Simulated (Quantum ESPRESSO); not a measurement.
## HfTi2ZrO8 (finding a planted mistake in a log)

A calculation, not a measurement. The program is pw.x of Quantum ESPRESSO 7.5 (plane-wave density functional theory). The cell is made up: 12 atoms on a fluorite lattice, with randomly drawn elements, strain and displacements, not relaxed. PseudoDojo standard norm-conserving files (v0.5 for PBE, v0.4.1 for LDA and PBEsol) set the functional; there is no spin polarisation, spin-orbit coupling or dispersion term, and the masses in the input are unused placeholders.

The hafnium pseudopotential is less sure than the others, with forces about 3 percent (worst 6) and pressure in oxides about 1.5 GPa (worst 2.7) from a second method in checks, which no rerun with the same files tests.

Intended input:

```
&control calculation='scf', pseudo_dir='./dojo.nc.sr.pbe.v0_5.standard.upf', outdir='./o', disk_io='low', tprnfor=.true., tstress=.true. /
&system ibrav=0, nat=12, ntyp=4, nbnd=54, ecutwfc=84.00895049, nosym=.true., tot_charge=0,
 occupations='smearing', smearing='fd', degauss=0.0018374661
/
&electrons conv_thr=7.350e-09, electron_maxstep=60, /
ATOMIC_SPECIES
Hf 1.0 Hf.upf
O 1.0 O.upf
Ti 1.0 Ti.upf
Zr 1.0 Zr.upf
CELL_PARAMETERS angstrom
5.1022 -0.0037 0.0289
-0.0037 4.9967 0.0381
0.0289 0.0381 4.9521
ATOMIC_POSITIONS angstrom
Hf -0.0035 -0.0537 0.0232
Ti 0.0183 2.5225 2.4899
Ti 2.5638 0.0433 2.486
Zr 2.5602 2.4658 0.0037
O 1.2439 1.2625 1.2344
O 1.2989 1.292 3.7421
O 1.3152 3.7389 1.3114
O 1.2864 3.773 3.7322
O 3.8019 1.2658 1.2803
O 3.8194 1.3051 3.7176
O 3.8259 3.7505 1.3004
O 3.8624 3.7765 3.7886
K_POINTS automatic
4 5 5 1 1 1
```

The log is shortened where brackets say so; the opening notice, blank lines, dates and the lines on written files are dropped, and the path of the files is cut. It prints rydbergs, bohrs and kilobars, and counts compression as positive stress. Where no state is partly filled, the Fermi energy that it prints is only some level between the filled and the empty states on the mesh, and need not lie in the true gap.

Log of the intended run:

```
     Program PWSCF v.7.5
     Parallel version (MPI & OpenMP), running on       4 processor cores
     Number of MPI processes:                 4
     Threads/MPI process:                     1
     [start-up lines left out]
     bravais-lattice index     =            0
     lattice parameter (alat)  =       9.6419  a.u.
     unit-cell volume          =     851.8962 (a.u.)^3
     number of atoms/cell      =           12
     number of atomic types    =            4
     number of electrons       =        96.00
     number of Kohn-Sham states=           54
     kinetic-energy cutoff     =      84.0090  Ry
     charge density cutoff     =     336.0358  Ry
     scf convergence threshold =      7.3E-09
     mixing beta               =       0.7000
     number of iterations used =            8  plain     mixing
     Exchange-correlation= PBE
                           (   1   4   3   4   0   0   0)
     [axes and pseudopotential details left out]
   Cartesian axes
     site n.     atom                  positions (alat units)
         1        Hf     tau(   1) = (  -0.0006860  -0.0105247   0.0045470  )
         2        Ti     tau(   2) = (   0.0035866   0.4943865   0.4879972  )
         3        Ti     tau(   3) = (   0.5024809   0.0084864   0.4872329  )
         4        Zr     tau(   4) = (   0.5017754   0.4832738   0.0007252  )
         5        O      tau(   5) = (   0.2437928   0.2474382   0.2419309  )
         6        O      tau(   6) = (   0.2545723   0.2532200   0.7334168  )
         7        O      tau(   7) = (   0.2577670   0.7327896   0.2570222  )
         8        O      tau(   8) = (   0.2521224   0.7394729   0.7314765  )
         9        O      tau(   9) = (   0.7451370   0.2480850   0.2509269  )
        10        O      tau(  10) = (   0.7485668   0.2557874   0.7286150  )
        11        O      tau(  11) = (   0.7498408   0.7350631   0.2548663  )
        12        O      tau(  12) = (   0.7569944   0.7401588   0.7425303  )
     number of k points=    50  Fermi-Dirac smearing, width (Ry)=  0.0018
                       cart. coord. in units 2pi/alat
        k(    1) = (   0.1245005   0.1014311   0.1015258), wk =   0.0400000
        k(    2) = (   0.1233321   0.0998588   0.3076101), wk =   0.0400000
     [further k points left out]
     Dense  grid:    88601 G-vectors     FFT dimensions: (  60,  60,  60)
     Estimated max dynamical RAM per process >     271.00 MB
     Estimated total dynamical RAM >    1019.13 MB
     Initial potential from superposition of free atoms
     starting charge      95.9926, renormalised to      96.0000
     Starting wfcs are   72 randomized atomic wfcs
     total cpu time spent up to now is        8.0 secs
     per-process dynamical memory:   213.9 Mb
     Self-consistent Calculation
     iteration #  1     ecut=    84.01 Ry     beta= 0.70
     Davidson diagonalization with overlap
     ethr =  1.00E-02,  avg # of iterations =  2.0
     total cpu time spent up to now is       16.4 secs
     total energy              =    -714.49672366 Ry
     estimated scf accuracy    <       5.58576583 Ry
     iteration #  2     ecut=    84.01 Ry     beta= 0.70
     Davidson diagonalization with overlap
     ethr =  5.82E-03,  avg # of iterations =  8.5
     total cpu time spent up to now is       31.5 secs
     total energy              =    -706.72207117 Ry
     estimated scf accuracy    <      83.93682422 Ry
     [iterations 3 to 25 left out]
     iteration # 26     ecut=    84.01 Ry     beta= 0.70
     Davidson diagonalization with overlap
     ethr =  3.61E-11,  avg # of iterations =  1.4
     total cpu time spent up to now is      266.1 secs
     total energy              =    -717.46872338 Ry
     estimated scf accuracy    <       0.00000001 Ry
     iteration # 27     ecut=    84.01 Ry     beta= 0.70
     Davidson diagonalization with overlap
     ethr =  1.32E-11,  avg # of iterations =  5.1
     total cpu time spent up to now is      275.6 secs
     End of self-consistent calculation
     [lines on levels left out]
     the Fermi energy is    11.9625 ev
!    total energy              =    -717.46872338 Ry
     estimated scf accuracy    <          9.3E-11 Ry
     smearing contrib. (-TS)   =      -0.00000000 Ry
     internal energy E=F+TS    =    -717.46872338 Ry
     The total energy is F=E-TS. E is the sum of the following terms:
     one-electron contribution =    -148.70756458 Ry
     hartree contribution      =     129.99450250 Ry
     xc contribution           =    -150.46230536 Ry
     ewald contribution        =    -548.29335595 Ry
     convergence has been achieved in  27 iterations
     Forces acting on atoms (cartesian axes, Ry/au):
     atom    1 type  1   force =     0.00530756    0.01371668   -0.00575043
     atom    2 type  3   force =     0.00580336    0.00279131    0.00260536
     atom    3 type  3   force =    -0.00261039    0.00341467   -0.00113313
     atom    4 type  4   force =    -0.00913597    0.01283544    0.00782382
     atom    5 type  2   force =    -0.00796862   -0.01432629    0.05057947
     atom    6 type  2   force =    -0.00986768   -0.01421948   -0.04805594
     atom    7 type  2   force =    -0.01926202    0.01484449    0.01501405
     atom    8 type  2   force =    -0.00471086    0.00998598   -0.01790032
     atom    9 type  2   force =     0.00526059   -0.02029350    0.02481851
     atom   10 type  2   force =     0.02271830   -0.02568712   -0.02682194
     atom   11 type  2   force =     0.01313073    0.00190543    0.04132190
     atom   12 type  2   force =     0.00133501    0.01503240   -0.04250135
     Total force =     0.119124     Total SCF correction =     0.000027
     Computing stress (Cartesian axis) and pressure
          total   stress  (Ry/bohr**3)                   (kbar)     P=      -47.74
  -0.00082714   0.00005993  -0.00004486         -121.68        8.82       -6.60
   0.00005993  -0.00019362  -0.00000362            8.82      -28.48       -0.53
  -0.00004486  -0.00000362   0.00004719           -6.60       -0.53        6.94
     init_run     :      5.26s CPU      5.55s WALL (       1 calls)
     electrons    :    266.15s CPU    267.57s WALL (       1 calls)
     forces       :      1.75s CPU      1.78s WALL (       1 calls)
     stress       :      6.06s CPU      6.30s WALL (       1 calls)
     [timing details left out]
     PWSCF        :   4m41.75s CPU   4m43.78s WALL
     JOB DONE.
```

A second run was made from an input with one planted mistake. Its log:

```
     Program PWSCF v.7.5
     Parallel version (MPI & OpenMP), running on       4 processor cores
     Number of MPI processes:                 4
     Threads/MPI process:                     1
     [start-up lines left out]
     bravais-lattice index     =            0
     lattice parameter (alat)  =       9.5446  a.u.
     unit-cell volume          =     826.3460 (a.u.)^3
     number of atoms/cell      =           12
     number of atomic types    =            4
     number of electrons       =        96.00
     number of Kohn-Sham states=           54
     kinetic-energy cutoff     =      84.0090  Ry
     charge density cutoff     =     336.0358  Ry
     scf convergence threshold =      7.3E-09
     mixing beta               =       0.7000
     number of iterations used =            8  plain     mixing
     Exchange-correlation= PBE
                           (   1   4   3   4   0   0   0)
     [axes and pseudopotential details left out]
   Cartesian axes
     site n.     atom                  positions (alat units)
         1        Hf     tau(   1) = (  -0.0006930  -0.0105330   0.0045537  )
         2        Ti     tau(   2) = (   0.0035836   0.4943789   0.4880036  )
         3        Ti     tau(   3) = (   0.5024766   0.0084937   0.4872315  )
         4        Zr     tau(   4) = (   0.5017639   0.4832717   0.0007326  )
         5        O      tau(   5) = (   0.2437840   0.2474270   0.2419229  )
         6        O      tau(   6) = (   0.2545744   0.2532281   0.7334111  )
         7        O      tau(   7) = (   0.2577620   0.7327776   0.2570295  )
         8        O      tau(   8) = (   0.2521194   0.7394696   0.7314708  )
         9        O      tau(   9) = (   0.7451321   0.2480804   0.2509314  )
        10        O      tau(  10) = (   0.7485573   0.2557822   0.7286198  )
        11        O      tau(  11) = (   0.7498442   0.7350544   0.2548714  )
        12        O      tau(  12) = (   0.7569916   0.7401626   0.7425186  )
     number of k points=    50  Fermi-Dirac smearing, width (Ry)=  0.0018
                       cart. coord. in units 2pi/alat
        k(    1) = (   0.1245014   0.1014337   0.1015266), wk =   0.0400000
        k(    2) = (   0.1233333   0.0998620   0.3076115), wk =   0.0400000
     [further k points left out]
     Dense  grid:    85863 G-vectors     FFT dimensions: (  60,  60,  60)
     Estimated max dynamical RAM per process >     263.73 MB
     Estimated total dynamical RAM >     992.03 MB
     Initial potential from superposition of free atoms
     starting charge      95.9926, renormalised to      96.0000
     Starting wfcs are   72 randomized atomic wfcs
     total cpu time spent up to now is        6.8 secs
     per-process dynamical memory:   208.4 Mb
     Self-consistent Calculation
     iteration #  1     ecut=    84.01 Ry     beta= 0.70
     Davidson diagonalization with overlap
     ethr =  1.00E-02,  avg # of iterations =  2.0
     total cpu time spent up to now is       17.1 secs
     total energy              =    -714.57279920 Ry
     estimated scf accuracy    <       5.49528740 Ry
     iteration #  2     ecut=    84.01 Ry     beta= 0.70
     Davidson diagonalization with overlap
     ethr =  5.72E-03,  avg # of iterations =  8.4
     total cpu time spent up to now is       35.6 secs
     total energy              =    -706.91884680 Ry
     estimated scf accuracy    <      79.83177317 Ry
     [iterations 3 to 23 left out]
     iteration # 24     ecut=    84.01 Ry     beta= 0.70
     Davidson diagonalization with overlap
     ethr =  8.40E-12,  avg # of iterations =  2.8
     total cpu time spent up to now is      302.7 secs
     total energy              =    -717.47087705 Ry
     estimated scf accuracy    <       0.00000001 Ry
     iteration # 25     ecut=    84.01 Ry     beta= 0.70
     Davidson diagonalization with overlap
     ethr =  8.40E-12,  avg # of iterations =  1.8
     total cpu time spent up to now is      312.2 secs
     End of self-consistent calculation
     [lines on levels left out]
     the Fermi energy is    12.6174 ev
!    total energy              =    -717.47087705 Ry
     estimated scf accuracy    <          2.8E-09 Ry
     smearing contrib. (-TS)   =      -0.00000000 Ry
     internal energy E=F+TS    =    -717.47087705 Ry
     The total energy is F=E-TS. E is the sum of the following terms:
     one-electron contribution =    -140.68779709 Ry
     hartree contribution      =     127.84461643 Ry
     xc contribution           =    -150.74078860 Ry
     ewald contribution        =    -553.88690778 Ry
     convergence has been achieved in  25 iterations
     Forces acting on atoms (cartesian axes, Ry/au):
     atom    1 type  1   force =     0.00571853    0.01700441   -0.00672567
     atom    2 type  3   force =     0.00558422    0.00244582    0.00280745
     atom    3 type  3   force =    -0.00297268    0.00281373   -0.00064348
     atom    4 type  4   force =    -0.01049158    0.01553177    0.00970643
     atom    5 type  2   force =    -0.00861661   -0.01519441    0.05640941
     atom    6 type  2   force =    -0.01119697   -0.01533585   -0.05375529
     atom    7 type  2   force =    -0.01878096    0.01567103    0.01833929
     atom    8 type  2   force =    -0.00474842    0.01010958   -0.02197369
     atom    9 type  2   force =     0.00740575   -0.02097579    0.02888903
     atom   10 type  2   force =     0.02550747   -0.02891310   -0.03098613
     atom   11 type  2   force =     0.01142487    0.00058037    0.04718755
     atom   12 type  2   force =     0.00116638    0.01626244   -0.04925492
     Total force =     0.134089     Total SCF correction =     0.000101
     Computing stress (Cartesian axis) and pressure
          total   stress  (Ry/bohr**3)                   (kbar)     P=       23.89
  -0.00036247   0.00007963  -0.00005707          -53.32       11.71       -8.40
   0.00007963   0.00029815  -0.00000227           11.71       43.86       -0.33
  -0.00005707  -0.00000227   0.00055155           -8.40       -0.33       81.14
     init_run     :      6.24s CPU      6.59s WALL (       1 calls)
     electrons    :    303.78s CPU    305.42s WALL (       1 calls)
     forces       :      2.04s CPU      2.06s WALL (       1 calls)
     stress       :      7.10s CPU      7.11s WALL (       1 calls)
     [timing details left out]
     PWSCF        :   5m19.44s CPU   5m21.54s WALL
     JOB DONE.
```

Question: what was wrong in the second input?

Answer: the cell and the positions are scaled by a wrong factor. The input lines that differ, file-writing options aside:

```
- 5.1022 -0.0037 0.0289
+ 5.0507 -0.0037 0.0286
- -0.0037 4.9967 0.0381
+ -0.0037 4.9462 0.0377
- 0.0289 0.0381 4.9521
+ 0.0286 0.0377 4.9021
- Hf -0.0035 -0.0537 0.0232
+ Hf -0.0035 -0.0532 0.023
- Ti 0.0183 2.5225 2.4899
+ Ti 0.0181 2.497 2.4648
- Ti 2.5638 0.0433 2.486
+ Ti 2.5379 0.0429 2.4609
- Zr 2.5602 2.4658 0.0037
+ Zr 2.5343 2.4409 0.0037
- O 1.2439 1.2625 1.2344
+ O 1.2313 1.2497 1.2219
- O 1.2989 1.292 3.7421
+ O 1.2858 1.279 3.7043
- O 1.3152 3.7389 1.3114
+ O 1.3019 3.7011 1.2982
- O 1.2864 3.773 3.7322
+ O 1.2734 3.7349 3.6945
- O 3.8019 1.2658 1.2803
+ O 3.7635 1.253 1.2674
- O 3.8194 1.3051 3.7176
+ O 3.7808 1.2919 3.6801
- O 3.8259 3.7505 1.3004
+ O 3.7873 3.7126 1.2873
- O 3.8624 3.7765 3.7886
+ O 3.8234 3.7384 3.7503
```

```
                                            intended run  run with the mistake
                          free energy (eV)     -9761.659             -9761.689
                    smearing term -TS (eV)        0.0000                0.0000
                            pressure (GPa)         -4.77                  2.39
            largest force component (eV/Å)         1.300                 1.450
largest change of a force component (eV/Å)                               0.174
                                iterations            27                    25
```

For scale, a rerun of the intended cell at a cutoff of 1467 eV and k mesh 6 x 7 x 7 moved values by no more than 0.002 eV in energy, 0.06 GPa in stress and 0.002 eV/Å in force.